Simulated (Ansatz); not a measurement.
# Two-dimensional strain map in Ta

Method: DFT LDA, scalar-relativistic, plane waves, PAW in Ansatz 0.2.0. The runs took a 420 eV cutoff, a Γ-centred 20×20×20 mesh and Gaussian smearing (0.15 eV). Spin–orbit coupling is left out, which can shift energies with elements as heavy as these. No spin polarisation. Energies are free energies at this smearing, counted from the undisturbed cell; pressure is positive in compression.

The starting cell (as given, not relaxed at this level; it stands at -10.7 GPa; this fcc form isn't the usual structure):

```
Ta
1.0
     0.00000    2.11000    2.11000
     2.11000    0.00000    2.11000
     2.11000    2.11000    0.00000
Ta
1
Direct
  0.00000 0.00000 0.00000
```

The cell is strained by p along both x and y and by q along z, fractional coordinates fixed. Points are written (p, q).

Energy above the undisturbed cell in meV/atom (a dash: not computed):

```
 p \ q  -0.080  -0.040  0.000  0.040   0.080
-0.080   453.9   234.8   58.3  -62.5  -128.6
-0.040    91.2       –  -40.1      –   -62.9
 0.000   -82.6       –    0.0      –   136.1
 0.080    35.2       –  400.6      –   779.1
```

Pressure in GPa:

```csv
p \ q,-0.080,-0.040,0.000,0.040,0.080
-0.080,58.0,41.4,26.7,14.7,4.7
-0.040,27.4,–,5.1,–,-11.5
0.000,4.4,–,-10.7,–,-22.5
0.080,-23.4,–,-30.3,–,-34.9
```